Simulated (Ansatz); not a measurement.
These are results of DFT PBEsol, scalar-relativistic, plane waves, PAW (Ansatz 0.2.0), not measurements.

Structure of SnO₂:

```
Sn O
1.0
    -2.00577    2.00577    5.12407
     2.00577   -2.00577    5.12407
     2.00577    2.00577   -5.12407
Sn O
2 4
Direct
  0.75000 0.25000 0.50000
  0.00000 0.00000 0.00000
  0.79708 0.79708 0.00000
  0.95292 0.45292 0.50000
  0.20292 0.20292 0.00000
  0.54708 0.04708 0.50000
```

Plane waves to 420 eV, a k mesh through Γ of 10×10×10 on the computed 6-atom cell and Gaussian smearing (0.02 eV); no spin polarisation.

Levels along Γ–X–P–N–Γ–M–S | S0–Γ | X–R | G–M, in eV from a zero inside the gap, sorted by energy at each point. Points in fractions of the primitive reciprocal vectors: Γ (0.000 0.000 0.000), X (0.000 0.000 0.500), P (0.250 0.250 0.250), N (0.000 0.500 0.000), M (0.500 0.500 -0.500), S (0.288 0.712 -0.288), S0 (-0.288 0.288 0.288), R (-0.077 0.077 0.500), G (0.500 0.500 -0.077).
| point | k (1/Å, with 2π) | band 23 | band 24 | band 25 | band 26 | band 27 | band 28 | band 29 |
| --- | --- | --- | --- | --- | --- | --- | --- | --- |
| Γ | 0.000 | -1.42 | -1.42 | -1.14 | -1.14 | 0.77 | 4.74 | 8.47 |
| - | 0.158 | -1.66 | -1.41 | -1.21 | -1.11 | 1.15 | 4.77 | 8.57 |
| - | 0.316 | -1.88 | -1.43 | -1.37 | -1.04 | 1.97 | 4.88 | 8.79 |
| - | 0.475 | -1.74 | -1.68 | -1.32 | -0.94 | 2.94 | 5.10 | 8.65 |
| - | 0.633 | -1.83 | -1.51 | -1.27 | -0.85 | 3.94 | 5.44 | 7.83 |
| - | 0.791 | -1.43 | -1.37 | -1.21 | -0.79 | 4.91 | 5.90 | 7.20 |
| - | 0.949 | -1.45 | -1.40 | -0.96 | -0.77 | 5.80 | 6.36 | 6.83 |
| X | 1.107 | -1.56 | -1.56 | -0.82 | -0.82 | 6.44 | 6.44 | 6.79 |
| - | 1.151 | -1.55 | -1.55 | -0.81 | -0.81 | 6.43 | 6.43 | 6.80 |
| - | 1.195 | -1.52 | -1.52 | -0.81 | -0.81 | 6.42 | 6.42 | 6.84 |
| - | 1.239 | -1.50 | -1.50 | -0.80 | -0.80 | 6.41 | 6.41 | 6.89 |
| - | 1.283 | -1.49 | -1.49 | -0.79 | -0.79 | 6.40 | 6.40 | 6.96 |
| - | 1.327 | -1.47 | -1.47 | -0.78 | -0.78 | 6.39 | 6.39 | 7.03 |
| - | 1.370 | -1.47 | -1.47 | -0.77 | -0.77 | 6.38 | 6.38 | 7.09 |
| P | 1.414 | -1.47 | -1.47 | -0.77 | -0.77 | 6.38 | 6.38 | 7.12 |
| - | 1.526 | -1.61 | -1.31 | -0.80 | -0.78 | 5.99 | 6.38 | 7.14 |
| - | 1.638 | -1.69 | -1.26 | -0.84 | -0.82 | 5.45 | 6.18 | 7.24 |
| - | 1.750 | -1.71 | -1.41 | -0.91 | -0.90 | 4.95 | 5.95 | 7.22 |
| - | 1.862 | -1.70 | -1.67 | -0.98 | -0.98 | 4.56 | 5.73 | 7.16 |
| - | 1.974 | -1.67 | -1.61 | -1.09 | -1.05 | 4.29 | 5.54 | 7.10 |
| - | 2.085 | -1.60 | -1.55 | -1.23 | -1.12 | 4.14 | 5.41 | 7.06 |
| N | 2.197 | -1.53 | -1.52 | -1.32 | -1.15 | 4.09 | 5.37 | 7.05 |
| - | 2.317 | -1.55 | -1.47 | -1.32 | -1.20 | 3.95 | 5.27 | 7.11 |
| - | 2.438 | -1.55 | -1.39 | -1.34 | -1.29 | 3.54 | 5.06 | 7.35 |
| - | 2.558 | -1.53 | -1.49 | -1.31 | -1.27 | 2.94 | 4.90 | 7.69 |
| - | 2.678 | -1.61 | -1.49 | -1.24 | -1.22 | 2.24 | 4.81 | 7.96 |
| - | 2.798 | -1.63 | -1.46 | -1.18 | -1.18 | 1.55 | 4.77 | 8.16 |
| - | 2.918 | -1.53 | -1.43 | -1.15 | -1.15 | 1.00 | 4.75 | 8.35 |
| Γ | 3.038 | -1.42 | -1.42 | -1.14 | -1.14 | 0.77 | 4.74 | 8.47 |
| - | 3.126 | -1.44 | -1.44 | -1.13 | -1.13 | 0.91 | 4.71 | 8.03 |
| - | 3.213 | -1.49 | -1.49 | -1.11 | -1.11 | 1.26 | 4.60 | 7.49 |
| - | 3.301 | -1.56 | -1.56 | -1.09 | -1.09 | 1.71 | 4.45 | 7.06 |
| - | 3.389 | -1.64 | -1.64 | -1.07 | -1.07 | 2.19 | 4.25 | 6.75 |
| - | 3.476 | -1.71 | -1.71 | -1.05 | -1.05 | 2.65 | 4.01 | 6.61 |
| - | 3.564 | -1.76 | -1.76 | -1.04 | -1.04 | 3.07 | 3.74 | 6.62 |
| M | 3.651 | -1.78 | -1.78 | -1.04 | -1.04 | 3.43 | 3.43 | 6.80 |
| - | 3.746 | -1.78 | -1.76 | -1.05 | -1.05 | 3.44 | 3.48 | 6.80 |
| - | 3.841 | -1.78 | -1.70 | -1.08 | -1.07 | 3.47 | 3.63 | 6.81 |
| - | 3.936 | -1.76 | -1.60 | -1.14 | -1.10 | 3.53 | 3.89 | 6.81 |
| - | 4.030 | -1.71 | -1.48 | -1.21 | -1.12 | 3.62 | 4.24 | 6.78 |
| - | 4.125 | -1.51 | -1.35 | -1.28 | -1.13 | 3.74 | 4.65 | 6.72 |
| - | 4.220 | -1.45 | -1.36 | -1.25 | -1.14 | 3.88 | 5.07 | 6.67 |
| S | 4.314 | -1.45 | -1.42 | -1.19 | -1.19 | 4.01 | 5.34 | 6.75 |
| S0 | 4.314 | -1.45 | -1.42 | -1.19 | -1.19 | 4.01 | 5.34 | 6.75 |
| - | 4.444 | -1.57 | -1.48 | -1.31 | -1.19 | 4.07 | 5.36 | 7.21 |
| - | 4.572 | -1.50 | -1.48 | -1.33 | -1.29 | 3.80 | 5.20 | 7.61 |
| - | 4.702 | -1.49 | -1.46 | -1.38 | -1.30 | 3.21 | 5.04 | 7.98 |
| - | 4.830 | -1.70 | -1.47 | -1.28 | -1.24 | 2.44 | 4.91 | 8.42 |
| - | 4.960 | -1.83 | -1.45 | -1.21 | -1.19 | 1.66 | 4.82 | 8.61 |
| - | 5.089 | -1.58 | -1.43 | -1.16 | -1.15 | 1.03 | 4.76 | 8.53 |
| Γ | 5.218 | -1.42 | -1.42 | -1.14 | -1.14 | 0.77 | 4.74 | 8.47 |
| X | 5.218 | -1.56 | -1.56 | -0.82 | -0.82 | 6.44 | 6.44 | 6.79 |
| - | 5.242 | -1.55 | -1.55 | -0.82 | -0.82 | 6.42 | 6.42 | 6.81 |
| - | 5.266 | -1.51 | -1.51 | -0.82 | -0.82 | 6.36 | 6.36 | 6.85 |
| - | 5.290 | -1.48 | -1.48 | -0.82 | -0.82 | 6.29 | 6.29 | 6.90 |
| - | 5.315 | -1.44 | -1.44 | -0.82 | -0.82 | 6.21 | 6.21 | 6.96 |
| - | 5.339 | -1.40 | -1.40 | -0.83 | -0.83 | 6.12 | 6.12 | 7.01 |
| - | 5.363 | -1.37 | -1.37 | -0.83 | -0.83 | 6.02 | 6.02 | 7.06 |
| R | 5.387 | -1.34 | -1.34 | -0.84 | -0.84 | 5.93 | 5.93 | 7.11 |
| G | 5.387 | -1.34 | -1.34 | -0.84 | -0.84 | 5.93 | 5.93 | 7.11 |
| - | 5.521 | -1.26 | -1.26 | -0.88 | -0.88 | 5.38 | 5.38 | 7.29 |
| - | 5.655 | -1.30 | -1.30 | -0.95 | -0.95 | 4.85 | 4.85 | 7.37 |
| - | 5.789 | -1.41 | -1.41 | -1.07 | -1.07 | 4.37 | 4.37 | 7.34 |
| - | 5.923 | -1.56 | -1.56 | -1.12 | -1.12 | 3.97 | 3.97 | 7.19 |
| - | 6.057 | -1.69 | -1.69 | -1.10 | -1.10 | 3.67 | 3.67 | 7.00 |
| - | 6.191 | -1.76 | -1.76 | -1.06 | -1.06 | 3.49 | 3.49 | 6.85 |
| M | 6.325 | -1.78 | -1.78 | -1.04 | -1.04 | 3.43 | 3.43 | 6.80 |

This form isn't the usual stable structure of the compound.

Cost: 1 run of about 3.5 core-minutes, on Arm Neoverse N1 (shared hosts).